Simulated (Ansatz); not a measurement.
Consider the following.

SnO$_{2}$ (rutile)

```xyz
6
Lattice="4.8276 0.0000 0.0000 0.0000 4.8276 0.0000 0.0000 0.0000 3.2382" Properties=species:S:1:pos:R:3 pbc="T T T"
Sn     0.0000     0.0000     0.0000
Sn     2.4138     2.4138     1.6191
O      1.4800     1.4800     0.0000
O      3.8938     0.9338     1.6191
O      0.9338     3.8938     1.6191
O      3.3475     3.3475     0.0000
```

Scan: atom 5 (O, nearest neighbour Sn at 2.089 Å; its periodic images, 3.2 Å or more away, move with it) is displaced along Cartesian x, direction (1.000, 0.000, 0.000) in Cartesian axes, by s. The other atoms stay.

Level of theory: PBE (plane waves to 420 eV, PAW, scalar-relativistic; Ansatz, a first-principles code). k mesh 6×6×8 (Γ-centred), Fermi-Dirac smearing 0.05 eV. E stands for the smeared free energy. SnO2 was relaxed with its symmetry unable to fall. The zero of ΔE is the undisplaced structure.

The scan covers s from -0.420 to 0.420 Å in 11 points.

Question: Is this a single well or a double well?

Answer: A single well with its minimum at or next to zero displacement.

Question: Is the energy the same for displacements of ±0.420 Å, and if not, which side lies higher?

Answer: Not even: the positive side lies higher at ±0.420 Å. With its periodic images moving along, the atom's site symmetry in this cell is mm2.

Question: What force acts on the atom along the line at s = -0.420 Å?

Answer: 4.07 eV/Å.

Question: What is the force constant k = d²E/ds² of this move at s = 0?

Answer: 11.8 eV/Å².

(For displaced atoms, the force is minus the slope of the energy, and its curvature is a force constant, which sets phonon frequencies.)
